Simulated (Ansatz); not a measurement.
## Strain response of MgS

Computed with DFT PBEsol, scalar-relativistic, plane waves, PAW (Ansatz). Run with 420 eV cutoff, 6×6×6 k-mesh, Gaussian smearing of 0.02 eV, no spin polarisation.

Starting point, cell and atoms relaxed:

```
CELL_PARAMETERS angstrom
2.59097 2.59097 0.00000
-2.59097 2.59097 0.00000
0.00000 0.00000 5.18195
ATOMIC_POSITIONS crystal
Mg 0.00000 0.00000 0.00000
Mg 0.50000 0.50000 0.50000
S 0.50000 0.50000 0.00000
S 0.00000 0.00000 0.50000
```

Deformation: uniaxial strain along a, with the lengths of b and c and the atoms relaxed and the angles held, all within the symmetry that the strain leaves. Energies are extrapolated to zero smearing. Gaps are Kohn–Sham gaps over the whole zone.

```tsv
strain (%)	ΔE (meV/atom)	a (Å)	b (Å)	c (Å)	gap (eV)
-6.0	29.8	3.444	3.725	5.235	2.26
-4.0	12.7	3.518	3.703	5.219	2.50
-2.0	3.1	3.591	3.682	5.202	2.62
+0.0	0.0	3.664	3.664	5.182	2.73
+2.0	2.7	3.737	3.650	5.158	2.51
+4.0	10.5	3.811	3.637	5.134	2.28
+6.0	22.8	3.884	3.627	5.110	2.05
```

(1) What stiffness (1/V) d²E/dε² at zero strain does a cubic fit over all points give?

(2) How does the free axis b answer a small strain?

(3) How fast does the gap move with strain on either side?

Results:

(1) A cubic fit gives (1/V) d²E/dε² = 135 GPa at zero strain (Young's modulus along this axis, angles held).

(2) Between the innermost points its strain is -0.22 times the applied one.

(3) 52 meV per percent on the compressed side and -106 meV per percent on the stretched side.